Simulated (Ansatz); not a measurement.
## Profile along the P–Ga line in GaP (zinc blende)

GaP (zinc blende)

```
GaP
1.0
    0.00000     2.75302     2.75302
    2.75302     0.00000     2.75302
    2.75302     2.75302     0.00000
P Ga
1 1
Direct
  0.75000   0.75000   0.75000
  0.00000   0.00000   0.00000
```

Fields along a shortest P–Ga line of a {110} plane (2.38 Å), from P to Ga, interpolated on the slice's grid (step about 0.2 Å). The numbers are results of PBE (plane waves to 420 eV, PAW, scalar-relativistic; Ansatz, a program for electronic structure), not measurements. k mesh 10×10×10. These are valence fields of a PAW run, semicore shells included where kept as valence: close to a nucleus they are smooth pseudo fields. GaP was relaxed with its symmetry unable to fall.

| distance from P (Å) | valence electron density (e/Å³) | electron localisation function |
|---|---|---|
| 0.00 | 0.02 | x |
| 0.12 | 0.05 | x |
| 0.24 | 0.16 | x |
| 0.36 | 0.37 | x |
| 0.48 | 0.60 | x |
| 0.59 | 0.77 | 0.77 |
| 0.71 | 0.79 | 0.90 |
| 0.83 | 0.77 | 0.92 |
| 0.95 | 0.67 | 0.91 |
| 1.07 | 0.59 | 0.88 |
| 1.19 | 0.53 | 0.76 |
| 1.31 | 0.51 | 0.57 |
| 1.43 | 0.55 | 0.39 |
| 1.55 | 0.67 | 0.29 |
| 1.67 | 1.01 | 0.22 |
| 1.78 | 2.05 | 0.15 |
| 1.90 | 5.18 | x |
| 2.02 | 13.24 | x |
| 2.14 | 27.94 | x |
| 2.26 | 44.68 | x |
| 2.38 | 45.23 | x |

x: too close to a nucleus for the ELF to mean much.

Density on the P–Ga line (2.38 Å) at its density minimum, 1.3 Å from P: 0.51 e/Å³. ELF at that point: 0.6. ELF maximum in the middle third of the P–Ga line: 0.92, 0.9 Å from P.
